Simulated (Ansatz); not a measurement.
Trial structure of Be3Al2, not yet relaxed:

```cif
data_structure
_symmetry_space_group_name_H-M 'C2/m'
_symmetry_Int_Tables_number 12
_cell_length_a 4.8946
_cell_length_b 6.4413
_cell_length_c 3.6879
_cell_angle_alpha 90.000
_cell_angle_beta 96.245
_cell_angle_gamma 90.000
_cell_volume 115.58
loop_
_atom_site_label
_atom_site_type_symbol
_atom_site_symmetry_multiplicity
_atom_site_Wyckoff_symbol
_atom_site_fract_x
_atom_site_fract_y
_atom_site_fract_z
_atom_site_occupancy
Be1 Be 2 a 0.00000 0.00000 0.00000 1
Be2 Be 2 b 0.50000 0.00000 0.00000 1
Be3 Be 2 d 0.50000 0.00000 0.50000 1
Al1 Al 4 e 0.25000 0.25000 0.00000 1
```

Computed with Ansatz 0.2.0, DFT PBE, scalar-relativistic, plane waves, PAW. Plane waves to 420 eV, a k mesh through Γ of 4×4×6 on the computed 5-atom cell and Gaussian smearing (0.10 eV); no spin polarisation.

The zero of energy is the elements' standard structures at the same level; no fitted shifts are applied.

**Question.** Estimate its pressure, forces and energy as it stands.

**Answer.** The pressure is 39.4 GPa (the mean over three directions, positive in compression), the largest force is 0.00 eV/Å (symmetry fixes the atoms), and the energy is +1.26 eV/atom against the elements. The shortest distance is 1.84 Å.

**Question.** How much does it gain on relaxing, and where does it end?

**Answer.** Relaxing gains about 0.61 eV/atom (the start's value is from the coarse mesh, so the gain is rough) in 15 ionic steps and ends at +0.65 eV/atom on the finer mesh. The symmetry goes from C2/m (No. 12) to Cmmm (No. 65). The volume per atom grows by 35.8 %, from 11.6 to 15.7 Å³. The shortest distance goes from 1.84 Å (Be–Be) to 1.96 Å (Be–Be). Conventional cell: a = 5.013 Å, b = 7.968 Å, c = 3.929 Å. Be on its first site is surrounded by 4 Al at 2.35 Å and 2 Be at 2.51 Å; Be on its second site has 2 Be at 1.96 Å, 4 Al at 2.35 Å and 2 Be at 2.51 Å; Al is surrounded by 4 Be at 2.35 Å, 2 Al at 2.51 Å and 4 Be at 3.07 Å; 1 more site not described.

The last run used a 10×10×10 mesh for its 5-atom cell and Gaussian smearing of 0.10 eV. The relaxation can't lower the symmetry of the start. Symmetry constrained the relaxation, so the result can be a saddle point.
